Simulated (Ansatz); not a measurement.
The calculation used DFT PBE, scalar-relativistic, plane waves, PAW (Ansatz 0.2.0). All cells share a 420 eV cutoff and Γ-centred k meshes spaced at most about 0.3 Å⁻¹ (about 0.25 or finer for metals, 2π included). No spin polarisation in the final relaxations.

All energies are static (0 K, no zero-point motion).

Two relaxed structures of SnGe5:

A.

Space group F-43m (No. 216). a = 7.993 Å, b = 7.993 Å, c = 7.993 Å, α = 90.00°, β = 90.00°, γ = 90.00°
```csv
atom,site,symmetry,x,y,z
Sn,4c,-43m,0.2500,0.2500,0.2500
Ge,16e,.3m,0.3747,0.3747,0.8747
Ge,4b,-43m,0.5000,0.0000,0.0000
```

B.

Space group P4/mmm (No. 123). a = 7.727 Å, b = 7.727 Å, c = 2.738 Å, α = 90.00°, β = 90.00°, γ = 90.00°
```tsv
atom	site	symmetry	x	y	z
Sn	1b	4/mmm	0.0000	0.0000	0.5000
Ge	4k	m.2m	0.2628	0.2628	0.5000
Ge	1d	4/mmm	0.5000	0.5000	0.5000
```

Task: Which would you expect to be lower, and how large is the difference?

Result: A is lower, by 219 meV/atom. A has space group F-43m (No. 216), 21.3 Å³/atom and no gap on its mesh; B has space group P4/mmm (No. 123), 27.2 Å³/atom and no gap. Counting Ge atoms around Sn (those within 1.25 times the shortest such distance or 1.15 times the sum of covalent radii; the shortest distance is added where it is long for a bond), A has Sn 16 from 3.3 Å and B has Sn 4. The denser one is the lower, and pressure would at first widen the difference. Even the lower one lies +0.35 eV/atom against the reference forms of the elements (uncorrected), so neither is stable at this level. In A, Sn has 16 Ge at 3.31–3.46 Å; around Ge on a site of symmetry 3m lie 6 Ge at 2.82–2.83 Å, 3 Ge at 3.31 Å and 3 Sn at 3.31 Å; around Ge on a site of symmetry -43m lie 12 Ge at 3.31 Å and 4 Sn at 3.46 Å. In B, Sn has 2 Sn at 2.74 Å and 4 Ge at 2.87 Å; around Ge on a site of symmetry m2m lie 3 Ge at 2.59–2.74 Å and 1 Sn at 2.87 Å; Ge on a site of symmetry 4/mmm is surrounded by 6 Ge at 2.59–2.74 Å. Both come from invented guesses. A third cell relaxed alike, in P-62m, lies 57 meV/atom below the lower of the two.

Cells relaxed within their symmetry can be saddle points.
